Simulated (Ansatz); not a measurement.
LiGeN:
```
CELL_PARAMETERS angstrom
      2.97922     0.00000     0.00000
     -1.48961     2.58008     0.00000
      0.00000     0.00000     9.32142
ATOMIC_POSITIONS crystal
  Li 0.66667 0.33333 0.74328
  Li 0.33333 0.66667 0.24328
  Ge 0.00000 0.00000 0.49785
  Ge 0.00000 0.00000 0.99785
  N  0.33333 0.66667 0.60351
  N  0.66667 0.33333 0.10351
```

Relaxed with PBEsol. Independent-particle spectrum: no excitons, no local fields, no scissors shift; 0.1 eV broadening; ε₁ of the summed bands alone.

Q: Tabulate the dielectric function from PBEsol (plane waves, PAW; program Ansatz).

A: 

```tsv
E (eV)	ε₁ xx	ε₂ xx	ε₁ zz	ε₂ zz
0.0	9.27	0.00	7.04	0.00
0.4	9.35	0.00	7.08	0.00
0.8	9.62	0.00	7.22	0.00
1.2	10.14	0.00	7.49	0.00
1.6	11.08	0.00	7.94	0.00
2.0	12.96	0.00	8.75	0.00
2.4	20.44	2.40	11.02	0.41
2.8	13.09	11.68	11.87	3.91
3.2	9.93	14.95	9.13	8.67
3.6	1.01	11.39	5.94	6.64
4.0	0.51	6.38	5.47	7.09
4.4	5.06	4.34	3.89	4.96
4.8	7.16	6.65	5.80	3.48
5.2	5.29	8.56	6.03	5.39
5.6	4.22	10.09	7.25	7.97
6.0	2.77	11.53	4.76	11.97
6.4	-1.99	9.05	-0.83	7.49
6.8	-1.74	5.62	1.12	5.12
7.2	0.47	6.01	1.99	6.11
7.6	0.02	5.78	2.67	6.35
8.0	-0.13	6.26	0.47	7.30
8.4	-1.22	5.97	-0.39	6.47
8.8	-2.51	4.59	-1.52	5.82
9.2	-0.38	4.30	-1.22	5.47
9.6	-1.71	5.96	-2.15	3.77
10.0	-3.33	4.38	-2.51	4.36
10.4	-2.86	2.66	-2.29	3.35
10.8	-2.23	2.40	-2.46	3.32
11.2	-2.24	1.73	-2.73	1.70
11.6	-1.65	1.41	-1.89	1.37
12.0	-1.27	1.46	-1.52	0.86
```

Q: From ε at 3.4 eV (xx: 4.07 + 15.85i), find n, k, the normal reflectivity and the absorption coefficient.

A: n = 3.20, k = 2.479, R = 46 %, α = 2kE/ħc = 850000 cm⁻¹.

With all bands, ε∞ without local fields is 9.36 (xx = yy), 7.14 (zz). DFPT, with local fields, gives 8.93 (xx = yy), 6.08 (zz).

Space group P6_3mc. The workflow started from a Materials Project entry (that database holds measured and hypothetical structures alike); the Crystallography Open Database copy checked does not list it. Whether it is the stable phase at ambient conditions was not checked. Symmetry was held in the PBEsol relaxation; whether a distortion lowers the energy is not shown. Spin–orbit coupling is left out wherever it is not named.

Potentials: the later of the program's two PAW sets.
